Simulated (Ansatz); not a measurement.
CaB₆ (space group Pm-3m)

```yaml
crystal:
  lattice:
    - [4.14779, 0.00000, 0.00000]
    - [0.00000, 4.14779, 0.00000]
    - [0.00000, 0.00000, 4.14779]
  atoms:
    - { symbol: Ca, position: [0.00000, 0.00000, 0.00000] }
    - { symbol: B, position: [0.20178, 0.50000, 0.50000] }
    - { symbol: B, position: [0.79822, 0.50000, 0.50000] }
    - { symbol: B, position: [0.50000, 0.20178, 0.50000] }
    - { symbol: B, position: [0.50000, 0.79822, 0.50000] }
    - { symbol: B, position: [0.50000, 0.50000, 0.20178] }
    - { symbol: B, position: [0.50000, 0.50000, 0.79822] }
```

The slice is a {110} plane (indices of the conventional cell) through the point (0.500, 0.798, 0.500) (fractional), spanned by u = [100] and v = [011] in vectors of this cell: u (4.15 Å) and v (5.87 Å, at 90° to u). It covers one period; positions are fractions (u, v).

Level of theory: PBE (plane waves to 420 eV, PAW, scalar-relativistic; Ansatz, a quantum-chemistry and plane-wave program). k mesh 8×8×8. Near the nuclei the fields are pseudised (PAW); where an atom keeps semicore shells as valence, they peak there. CaB6 was relaxed with its symmetry unable to fall.

### Question
What is the ELF at the midpoint of the shortest B–B line in this plane (1.75 Å)?

### Answer
0.78.

### Question
What is the valence density on the shortest B–B line in this plane (1.75 Å), at its midpoint?

### Answer
0.81 e/Å³.

### Question
Sketch the electron localisation function (ELF) on this plane as a map.

### Answer
| v \ u | 0.00 | 0.14 | 0.29 | 0.43 | 0.57 | 0.71 | 0.86 |
|---|---|---|---|---|---|---|---|
| 0.90 | 0.62 | 0.80 | 0.66 | 0.55 | 0.55 | 0.66 | 0.80 |
| 0.80 | 0.60 | 0.80 | 0.66 | 0.55 | 0.55 | 0.66 | 0.80 |
| 0.70 | x | 0.45 | 0.53 | 0.28 | 0.28 | 0.53 | 0.45 |
| 0.60 | 0.65 | 0.62 | 0.30 | 0.05 | 0.05 | 0.30 | 0.62 |
| 0.50 | 0.68 | 0.50 | 0.07 | 0.04 | 0.04 | 0.07 | 0.50 |
| 0.40 | 0.29 | 0.20 | 0.04 | 0.49 | 0.49 | 0.04 | 0.20 |
| 0.30 | 0.29 | 0.20 | 0.04 | 0.49 | 0.49 | 0.04 | 0.20 |
| 0.20 | 0.69 | 0.50 | 0.07 | 0.03 | 0.03 | 0.07 | 0.50 |
| 0.10 | 0.64 | 0.61 | 0.30 | 0.06 | 0.06 | 0.30 | 0.61 |
| 0.00 | x | 0.45 | 0.53 | 0.28 | 0.28 | 0.53 | 0.45 |

Values: electron localisation function (ELF). Points within 0.3 Å of a nucleus are blanked (x), as the pseudised field means little there.
